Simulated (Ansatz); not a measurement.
Y (hcp, Mg type)

```
Y
1.0
    3.68262     0.00000     0.00000
   -1.84131     3.18925     0.00000
    0.00000     0.00000     5.69845
Y
2
Direct
  0.33333   0.66667   0.75000
  0.66667   0.33333   0.25000
```

The slice is a (1 -1 0 0) plane (indices of the conventional cell) through the point (0.333, 0.667, 0.750) (fractional), spanned by u = [110] and v = [001] in vectors of this cell: u (3.68 Å) and v (5.70 Å, at 90° to u). It covers one period; positions are fractions (u, v).

Level of theory: r2SCAN (plane waves to 500 eV, PAW, scalar-relativistic; Ansatz, an electronic-structure program). k mesh 15×15×8. Near the nuclei the fields are pseudised (PAW); where an atom keeps semicore shells as valence, they peak there. The PAW data are Ansatz's earlier set. Y is run without spin polarisation. Y was relaxed with its symmetry unable to fall.

Question: What is the valence density on the shortest Y–Y line in this plane (3.68 Å), at its midpoint?

Answer: 0.09 e/Å³.

Question: What is the ELF at the midpoint of the shortest Y–Y line in this plane (3.68 Å)?

Answer: 0.3.

Question: Sketch the electron localisation function (ELF) on this plane as a map.

Answer: 
```
|xx@@+  ::  +@@x|
|x@@%:  --  :%@@|
|@@%=  .==.  =%@|
|#*-   -++-   -*|
|..   :=++=:   .|
|   .:-====-:.  |
|-----::..::----|
|#*+=:      :=+*|
|%#*-.      .-*#|
|%%+:   ..   :+%|
|%%+.  .::.  .+%|
|%#+.  :--:  .+#|
|%%+.  .::.  .+%|
|%%+:   ..   :+%|
|%#*-.      .-*#|
|#*+=:      :=+*|
|-----::..::----|
|   .:-====-:.  |
|..   :=++=:   .|
|#*-   -++-   -*|
|@@%=  .==.  =%@|
|x@@%:  --  :%@@|
|xx@@+  ::  +@@x|
|xxx@*  ..  *@xx|
```
Scale: ten equal steps from 0.09 (start of ' ') to 0.85 (end of '@'), in the order ' .:-=+*#%@'. Values: electron localisation function (ELF). The map has 15 points along u (one character each, u = 0 at the left) and 24 along v (v = 0 in the bottom row). Points within 0.5 Å of a nucleus are blanked (x), as the pseudised field means little there.
